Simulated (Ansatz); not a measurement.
This Ge4P3 structure is the end of a relaxation. The cell was found from a structure generator's guess, not taken from experiment.

These are results of DFT PBE, scalar-relativistic, plane waves, PAW in Ansatz 0.2.0, not measurements. Cutoff 420 eV, Γ-centred mesh, Gaussian smearing, no spin polarisation.

```cif
data_structure
_symmetry_space_group_name_H-M 'P 1'
_symmetry_Int_Tables_number 1
_cell_length_a 5.1617
_cell_length_b 5.1617
_cell_length_c 5.1617
_cell_angle_alpha 90.000
_cell_angle_beta 90.000
_cell_angle_gamma 90.000
_cell_volume 137.52
loop_
_atom_site_label
_atom_site_type_symbol
_atom_site_fract_x
_atom_site_fract_y
_atom_site_fract_z
_atom_site_occupancy
Ge1 Ge 0.50000 0.50000 0.00000 1
Ge2 Ge 0.00000 0.50000 0.50000 1
Ge3 Ge 0.50000 0.00000 0.50000 1
Ge4 Ge 0.50000 0.50000 0.50000 1
P1 P 0.50000 0.00000 0.00000 1
P2 P 0.00000 0.50000 0.00000 1
P3 P 0.00000 0.00000 0.50000 1
```

Energies over the elements count from the elements' standard structures at the same level, with no fitted energy shifts. The references include black phosphorus.

Q: Find its symmetry and describe it.

A: Pm-3m (No. 221). Conventional cell: a = 5.162 Å. Ge on a site of symmetry 4/mmm has 2 Ge at 2.58 Å and 4 P at 2.58 Å; Ge on a site of symmetry m-3m has 6 Ge at 2.58 Å; around P lie 4 Ge at 2.58 Å.

Q: How far does it lie from the elements in energy?

A: +0.49 eV/atom. It can't be a ground state, since the elements alone are lower.

Q: Is it a metal?

A: Yes, bands cross the Fermi level on the 8×8×8 mesh.

Q: From what recipe could a structure generator have reached it?

A: One such recipe: 4-, 6-connected net, elements by coordination (Pm-3m, No. 221). Other recipes can lead to the same cell.

The last run used an 8×8×8 mesh for its 7-atom cell and Gaussian smearing of 0.10 eV. An odd number of electrons in the primitive cell allows no gap without spin; a larger cell or a magnetic state could open one. The cell is a metal run without spin; a magnetic state may lie lower. The reference form of P is held partly by dispersion forces, which this level lacks. Symmetry constrained the relaxation, so the result can be a saddle point.
